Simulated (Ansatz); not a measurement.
ZnS (wurtzite, P6_3mc), LDA in the plane-wave PAW code Ansatz, all energies at zero smearing, with the estimated change up to a 700 eV cutoff added, with one set of potentials and settings (totals compare only within such a set). Cell of 4 atoms (2 Zn, 2 S): -8234.882 eV.

```tsv
element	reference phase	E (eV/atom)
Zn	P6_3/mmc, 2 atoms in the cell	-3246.2689
S	Fddd, 32 atoms in the cell	-869.4936
```

Formation energy per atom, worked out: (-8234.882 − 2×(-3246.2689) − 2×(-869.4936))/4 = -0.839 eV/atom (-81 kJ per mol of atoms), at 0 K, without zero-point energy or fitted corrections.

Symmetry was held in the LDA relaxation. The references are the lowest solids computed at this level, not always the standard phases.

Potentials: the earlier of the program's two PAW sets. The files were generated under PBE; for other functionals the program regenerates the frozen cores, and for LDA and PBEsol the local potential too.
